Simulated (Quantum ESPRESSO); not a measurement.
Ga3GeNO5 (made-up cell) (calculated)

All values are calculated (Quantum ESPRESSO 7.5). Calculation on a made-up crystal cell, not a measurement, with one named mistake planted (healthy values lack it): periodic Kohn-Sham density functional theory in plane waves with PseudoDojo standard norm-conserving scalar-relativistic pseudopotentials, each functional with its own files (v0.5 for PBE, v0.4.1 for LDA and PBEsol), no spin polarisation, no spin-orbit coupling, atoms not relaxed, stress positive in tension, energies less a fixed whole-eV offset for each atom's element; levels are Kohn-Sham levels at fractions of this cell's reciprocal vectors, counted from the reference band (half the neutral cell's valence electrons, rounded up) at Gamma; error bars cover cutoff and k-mesh only, not smearing or the files; each bar is the largest change over components, and at least 0.002 eV, 0.002 eV per angstrom or 0.02 GPa; a charged cell sits in a uniform background, with energy and stress on this program's zero of potential; no dispersion term; energies are for the whole cell, and the offsets were chosen from early runs and are not element reference energies; a distance is the largest change of any value in units of its error bar (the energy's for the smearing term), a scale change is of lengths, and a coarse mesh keeps the half-step shift; machines and their load varied, so run times do not measure scaling.

## Ga3GeNO5 (made-up cell)

Intended structure:
```
Ga3GeNO5
1.0
      2.5823     1.4909     4.6373
     -2.5823     1.4909     4.6373
      0.0000    -2.9818     4.6373
Ga Ge O N
3 1 5 1
Direct
  0.36426 0.36186 0.34582
  0.15437 0.14345 0.13694
  0.63940 0.67619 0.61524
  0.86445 0.84583 0.84082
  0.56751 0.94218 0.23013
  0.24843 0.57160 0.91464
  0.95497 0.25734 0.53153
  0.41348 0.04579 0.78923
  0.75662 0.45976 0.02730
  0.03682 0.73198 0.45510
```

```
lattice type                     : corundum
intended functional              : pbe
intended cutoff                  : 1143 eV
intended fermi dirac smearing    : 0.025 eV
intended scf tolerance           : 1e-07 eV
intended electrons removed       : 0
healthy free energy less offsets : 5.537 eV
healthy scf iterations           : 13
healthy smearing term minus ts   : 0 eV
healthy pressure                 : -7.5 GPa
healthy stress xx                : 7.17 GPa
healthy stress yy                : 9.09 GPa
healthy stress zz                : 6.23 GPa
healthy stress yz                : 3.47 GPa
healthy stress xz                : -1.35 GPa
healthy stress xy                : 3.68 GPa
healthy reference band           : 44
fault kind                       : wide smearing
fault smearing                   : 0.59 eV
faulty run command               : mpirun -np 4 pw.x -nk 4 -in in
faulty run processor             : AMD EPYC, older, virtual cores
intended k mesh                  : 5 x 5 x 5, shifted by half a step
structure shown                  : as intended, without the mistake
faulty stress yy                 : ?
faulty stress xz                 : ?
```

Atoms:
```csv
atoms element,atom site,atom energy offset (eV)
Ga,1,-2080
Ga,2,-2080
Ga,3,-2080
Ge,4,-2430
O,5,-452
O,6,-452
O,7,-452
O,8,-452
O,9,-452
N,10,-283
```

Healthy forces:
```csv
site,x (eV/Å),y (eV/Å),z (eV/Å)
1,-0.805,-0.267,0.858
2,-0.954,-2.365,-0.513
3,1.4,-0.608,0.456
4,0.318,1.122,-1.262
5,-0.645,1.095,-0.405
6,0.15,-0.311,0.404
7,0.539,-1.138,-0.935
8,1.482,3.037,-0.792
9,0.021,-1.481,0.3
10,-1.504,0.916,1.891
```

Healthy levels:
```csv
level k point,next band up (eV)
Gamma,0.52
"(1/2,1/2,1/2)",2.921
"(0.15,0,0)",1.259
"(0,0.15,0)",1.29
"(0,0,0.15)",1.339
```

To be estimated
1. Estimate the faulty stress yy of Ga3GeNO5 (made-up cell).
2. Give the missing faulty stress xz for Ga3GeNO5 (made-up cell).
3. Give the table of faulty levels values for Ga3GeNO5 (made-up cell).

## Answers
1. 6.266 GPa
2. -0.9898 GPa
3. 
Faulty levels:
```csv
level k point,next band up (eV)
Gamma,0.6371
"(1/2,1/2,1/2)",3.062
"(0.15,0,0)",1.383
"(0,0.15,0)",1.408
"(0,0,0.15)",1.452
```

Further results for Ga3GeNO5 (made-up cell):

```
faulty free energy less offsets                            : 5.226 eV
faulty scf iterations                                      : 13
faulty smearing term minus ts                              : -1.067 eV
faulty pressure                                            : -4.91 GPa
faulty stress xx                                           : 4.719 GPa
faulty stress zz                                           : 3.745 GPa
faulty stress yz                                           : 3.346 GPa
faulty stress xy                                           : 2.867 GPa
faulty reference band                                      : 44
other mistakes compared                                    : 7
distance from healthy                                      : 346.3 error bars
distance from nearest other mistake                        : 346.3 error bars
healthy error bar energy                                   : 0.003082 eV
healthy error bar stress                                   : 0.03427 GPa
healthy error bar force                                    : 0.002 eV/Å
healthy error bar next band up                             : 0.002 eV
faulty wall time of scf and band steps on a shared machine : 222.1 s
```

Faulty forces:
```csv
site,x (eV/Å),y (eV/Å),z (eV/Å)
1,-0.6701,-0.2628,0.6384
2,-0.9834,-2.201,-0.2812
3,1.287,-0.6791,0.2393
4,0.2027,1.011,-0.9539
5,-0.7298,0.7856,-0.2342
6,0.3079,-0.2458,0.3874
7,0.4392,-0.8687,-0.855
8,1.339,2.929,-0.8975
9,0.1009,-1.413,0.2306
10,-1.293,0.945,1.726
```
